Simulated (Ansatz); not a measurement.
## Se and S on the sites of zinc blende: ordering energies of Cd3SeS2

Level of theory: DFT PBE, scalar-relativistic, plane waves, PAW in Ansatz. All cells share a 420 eV cutoff and Γ-centred k meshes spaced about 0.3 Å⁻¹ or finer (0.25 for metals, 2π included). No spin polarisation.

Temperature and zero-point effects are left out. Each row is a relaxed arrangement of Se and S on shared sites of the zinc blende type. The column n gives the unlike atoms among the 12 nearest shared sites, averaged over those sites; energies count from the lowest row.

```tsv
row	space group	source	atoms	n (of 12)	V (Å³/atom)	gap on mesh (eV)	ΔE (meV/atom)
1	P3m1 (No. 156)	invented	6	4.00	27.22	0.66	4.1
2	I-4m2 (No. 119)	invented	6	5.33	27.20	0.80	?
3	Imm2 (No. 44)	invented	6	6.67	27.20	0.79	0.0
```

The cell of row 2:

```xyz
6
Lattice="-2.1282 2.1282 9.0083 2.1282 -2.1282 9.0083 2.1282 2.1282 -9.0083" Properties=species:S:1:pos:R:3 pbc="T T T"
Cd    0.0000    2.1282    4.5042
Cd    2.1282    0.0000    1.6012
Cd    2.1282    0.0000    7.4072
Se    0.0000    0.0000    0.0000
S     0.0000    0.0000    5.9535
S     0.0000    0.0000   12.0631
```

Problem. Take rows 1 and 3 to fix a model with nearest pairs alone, and estimate the missing value.

Solution. The slope is (0.0 − 4.1)/(6.67 − 4.00) = -1.54 meV/atom for each unlike neighbour. At n = 5.33 that gives 4.1 + (-1.54) × (5.33 − 4.00) = 2.1 meV/atom. The computed value is 1.2 meV/atom, so the model is off by +0.9. For this one row the model comes near; strain from unlike sizes and farther pairs are left out.

Kohn–Sham gaps at this level usually fall short of measured ones. The lowest form computed is outside the table: Cmc2_1, 2 meV/atom below the lowest row. Only small cells were tried; in real samples the shared sites are often disordered. Some candidate types were left out of the draw beforehand, so a known form may be missing.
